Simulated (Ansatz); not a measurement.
**Zr$_{3}$Sn, first-principles data**

Zr₃Sn:
```
Zr3Sn
1.0
    5.63552     0.00000     0.00000
    0.00000     5.63552     0.00000
    0.00000     0.00000     5.63552
Sn Zr
2 6
Direct
  0.00000   0.00000   0.00000
  0.50000   0.50000   0.50000
  0.25000   0.00000   0.50000
  0.50000   0.75000   0.00000
  0.75000   0.00000   0.50000
  0.50000   0.25000   0.00000
  0.00000   0.50000   0.75000
  0.00000   0.50000   0.25000
```

Space group Pm-3n (No. 223), A15 (Cr3Si type); conventional cell a = 5.6355 Å, b = 5.6355 Å, c = 5.6355 Å, α = 90.00°, β = 90.00°, γ = 90.00°.

Method: DFT-r²SCAN in the program Ansatz with PAW potentials. Structure relaxed to zero pressure with the same functional. Other levels are named where they apply.

**Cell and energy**

```json
{
  "volume_per_atom": "22.37 Å³",
  "density": "7.28 g/cm³",
  "Formation energy from the elements (no fitted shifts)": "-0.40 eV/atom"
}
```

**Electronic structure**

```json
{
  "electronic_character": "metallic (no gap)",
  "Density of states at the Fermi level": "1.4 states/eV per atom (mean over ±0.08 eV)",
  "Gap with spin–orbit coupling": "none (metallic)"
}
```

**Mechanics**

```json
{
 "Bulk modulus (Birch–Murnaghan fit)": "105 GPa",
 "Pressure derivative B′": "3.9"
}
```

**Charges**

```json
{
 "bader_charges": "Sn -1.72, Zr +0.57 e"
}
```

The workflow started from an entry of the Crystallography Open Database (COD). Its standing as an ambient phase is unchecked. The cell was relaxed with r²SCAN under the symmetry of its start; whether a distortion lowers the energy is not shown. The run is not spin-polarised. The references are the lowest solids computed at this level, not always the standard phases. Scalar-relativistic: spin–orbit coupling is off unless named, which matters more the heavier the elements.

Potentials: the later of the program's two PAW sets.
